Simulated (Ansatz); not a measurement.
Rb₂TeBr₆:
```yaml
crystal:
  lattice:
    - [-3.80839, 3.80839, 5.55170]
    - [3.80839, -3.80839, 5.55170]
    - [3.80839, 3.80839, -5.55170]
  atoms:
    - { symbol: Rb, position: [0.75000, 0.25000, 0.50000] }
    - { symbol: Rb, position: [0.25000, 0.75000, 0.50000] }
    - { symbol: Te, position: [0.00000, 0.00000, 0.00000] }
    - { symbol: Br, position: [0.28368, 0.78358, 0.06726] }
    - { symbol: Br, position: [0.71632, 0.21642, 0.93274] }
    - { symbol: Br, position: [0.78358, 0.71632, 0.49989] }
    - { symbol: Br, position: [0.21642, 0.28368, 0.50011] }
    - { symbol: Br, position: [0.24527, 0.24527, 0.00000] }
    - { symbol: Br, position: [0.75473, 0.75473, 0.00000] }
```

Relaxed with r²SCAN.

Give the Bader charges and basin volumes of the independent atoms, the program Ansatz at the r²SCAN level (PAW).



```json
[
 {"atom": "Rb1", "Bader charge (e)": "+0.88", "Bader volume (Å³)": "30.8"},
 {"atom": "Te3", "Bader charge (e)": "+1.42", "Bader volume (Å³)": "19.4"},
 {"atom": "Br4", "Bader charge (e)": "-0.53", "Bader volume (Å³)": "39.9"},
 {"atom": "Br8", "Bader charge (e)": "-0.54", "Bader volume (Å³)": "40.6"}
]
```

Space group I4/m. The workflow started from a Materials Project entry (that database holds measured and hypothetical structures alike); the Crystallography Open Database copy checked does not list it. Its standing as an ambient phase is unchecked. Symmetry was held in the r²SCAN relaxation; whether a distortion lowers the energy is not shown. Scalar-relativistic: spin–orbit coupling is off unless named, which matters more the heavier the elements.

Potentials: the later of the program's two PAW sets.
